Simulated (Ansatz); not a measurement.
GaN:
```yaml
crystal:
  lattice:
    - [0.00000, 2.22759, 2.22759]
    - [2.22759, 0.00000, 2.22759]
    - [2.22759, 2.22759, 0.00000]
  atoms:
    - { symbol: Ga, position: [0.00000, 0.00000, 0.00000] }
    - { symbol: N, position: [0.25000, 0.25000, 0.25000] }
```

Cartesian axes are those of the cell as given.

Q: Give the proper piezoelectric stress tensor with relaxed ions from the program Ansatz at the LDA level (PAW).

A: In C/m², rows x, y, z, Voigt columns; mesh uncertainty up to 0.00.
```
0.00  0.00  0.00  0.43  0.00  0.00
0.00  0.00  0.00  0.00  0.43  0.00
0.00  0.00  0.00  0.00  0.00  0.43
```

The elastic tensor of the same run (GPa):

```
     1    2    3    4    5    6
-  ---  ---  ---  ---  ---  ---
1  289  159  159  0.0  0.0  0.0
2  159  289  159  0.0  0.0  0.0
3  159  159  289  0.0  0.0  0.0
4  0.0  0.0  0.0  161  0.0  0.0
5  0.0  0.0  0.0  0.0  161  0.0
6  0.0  0.0  0.0  0.0  0.0  161
```

Q: Convert to strain constants d = e·S.

A: In pC/N:
```
0.0  0.0  0.0  2.7  0.0  0.0
0.0  0.0  0.0  0.0  2.7  0.0
0.0  0.0  0.0  0.0  0.0  2.7
```

Space group F-43m (zinc blende). The LDA relaxation kept the symmetry of its start; phonons on a q-mesh show no instability.

Potentials: the earlier of the program's two PAW sets.
